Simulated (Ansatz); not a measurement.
**Phonon spectrum of ZrS**

Computed with DFT LDA, scalar-relativistic, plane waves, PAW (Ansatz). Plane waves to 420 eV; Γ-centred k mesh 16×16×16; Fermi-Dirac smearing of 0.15 eV. No spin polarisation. Phonons by linear response, acoustic sum rule imposed.

The cell, relaxed at this level:
```
Zr S
1.0
     0.00000    2.56806    2.56806
     2.56806    0.00000    2.56806
     2.56806    2.56806    0.00000
Zr S
1 1
Direct
  0.00000 0.00000 0.00000
  0.50000 0.50000 0.50000
```

In a metal, frequencies and elastic constants depend on the k mesh and the smearing, soft modes and shear constants most. A semilocal functional can close a gap that the real compound has.

Force constants from linear response on a 4×4×4 q mesh.

Q: Is the structure dynamically stable on the q mesh?

A: No: at q = (0.000, -0.500, -0.500) a mode is imaginary, 141i cm⁻¹.

Q: Give the frequencies (cm⁻¹) at the points of high symmetry.

A:
```
point q frequencies
    X  0.500 0.000 0.500  141i 58i 58i 306 306 334
    U  0.625 0.250 0.625    100i 17 48 320 325 331
    K  0.375 0.375 0.750    100i 17 48 320 325 331
    L  0.500 0.500 0.500    32 125 125 322 322 354
    W  0.500 0.250 0.750   87i 87i 118 319 319 332
```

Cost: 1 run of about 46 core-minutes, on Arm Neoverse N1 (shared hosts).